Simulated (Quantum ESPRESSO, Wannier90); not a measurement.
## Tight-binding from DFT: Sb (R-3m)

```
Sb
1.0
   -2.17706     3.77079     0.00000
   -4.35413     0.00000     0.00000
   -2.17706     1.25693     3.82988
Sb
2
Direct
  0.73174   0.73174   0.80478
  0.26826   0.26826   0.19522
```

Cell from Materials Project (mp-104), symmetrised, no further relaxation. This is the element's usual structure. Method: PBEsol plane waves in Quantum ESPRESSO 7.5 (PseudoDojo norm-conserving files, 64 Ry, spinors with spin-orbit coupling), Bloch states on a 6×6×6 mesh through Γ, Wannier90 4.0.1. Density: 8×8×8 mesh, cold smearing 0.01 Ry. The cell is built of weakly bound layers, chains or molecules, whose nearest atoms lie 3.43 Å apart. Database cells relaxed without dispersion often hold them too far apart, which can enlarge gaps and weakens couplings between them; spacing and stacking were not compared with the measured crystal. With spin-orbit coupling a semilocal functional can close or falsely invert a small gap; the band order was not checked against a better method.

Valence charges of the files: Sb 15. 50 bands were computed.

Isolated groups of bands, relative to the Fermi level (bands from 21 on overlap up to the last one computed):

```json
[
 {"bands": "1–8", "from (eV)": "-29.97", "to (eV)": "-29.90", "filling": "filled", "weight on atomic waves": "Sb 4d 100 %"},
 {"bands": "9–20", "from (eV)": "-28.75", "to (eV)": "-28.62", "filling": "filled", "weight on atomic waves": "Sb 4d 100 %"}
]
```

Wanted is a model with the orbitals Sb s p, without the filled groups that are mainly made of other shells (semicore states, and anion s where it isn't named); all higher bands stay in for disentanglement.

Problem. Give num_wann, exclude_bands and num_bands, and the number of electrons that the model holds.

Solution. Electrons: 2×15 = 30, or 30.0 bands' worth; no gap over 0.05 eV opens at the Fermi level at this level of theory.
num_wann = 2 × (2×4) = 16.
exclude_bands = 1-20, 20 bands, so num_bands = 50 − 20 = 30.
The model holds 30 − 1×20 = 10 electrons. With the window frozen to 1.50 eV it follows pw.x to 10 meV rms (states up to 1.0 eV relative to the Fermi level).
